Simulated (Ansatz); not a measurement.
Below is a relaxed structure of TiSn₃O₈. The cell was found from a structure generator's guess, not taken from experiment.

Computed with Ansatz 0.2.0, DFT PBE, scalar-relativistic, plane waves, PAW. Cutoff 420 eV, Γ-centred mesh, Gaussian smearing, no spin polarisation.

```
Ti Sn O
1.0
     3.97052    0.00000    0.00000
     0.00000    3.97052    0.00000
     0.00000    0.00000   10.36069
Ti Sn O
1 3 8
Direct
  0.50000 0.50000 0.00000
  0.00000 0.50000 0.24354
  0.50000 0.00000 0.75646
  0.00000 0.00000 0.50000
  0.00000 0.50000 0.44850
  0.50000 0.00000 0.96037
  0.00000 0.00000 0.70480
  0.50000 0.50000 0.19105
  0.00000 0.00000 0.29520
  0.50000 0.50000 0.80895
  0.00000 0.50000 0.03963
  0.50000 0.00000 0.55150
```

Energies over the elements count from the elements' standard structures at the same level (O₂ as a molecule), with no fitted energy shifts. The references include grey tin.

Task: What space group does it have?

Result: P-4m2 (No. 115), with Ti and Sn ordered on anatase sites. Conventional cell: a = 3.971 Å, c = 10.361 Å. Around Ti lie 6 O at 1.98–2.03 Å and 4 Sn at 3.21 Å; Sn on a site of symmetry 2mm is surrounded by 6 O at 2.06–2.12 Å and 2 Ti at 3.21 Å; around Sn on a site of symmetry -4m2 lie 6 O at 2.06–2.12 Å; around O on its first site lie 3 Sn at 2.06–2.12 Å; 3 more sites not described.

Task: How far does it lie from the elements in energy?

Result: −1.902 eV/atom. Whether it is stable depends on the other phases of the system, which aren't compared here.

Task: Is it a metal?

Result: No, the gap on the 8×8×4 mesh is 1.79 eV.

The last run used an 8×8×4 mesh (in the run's order of axes) for its 12-atom cell and Gaussian smearing of 0.02 eV. Kohn–Sham gaps at this level usually fall short of measured ones. Symmetry constrained the relaxation, so the result can be a saddle point.
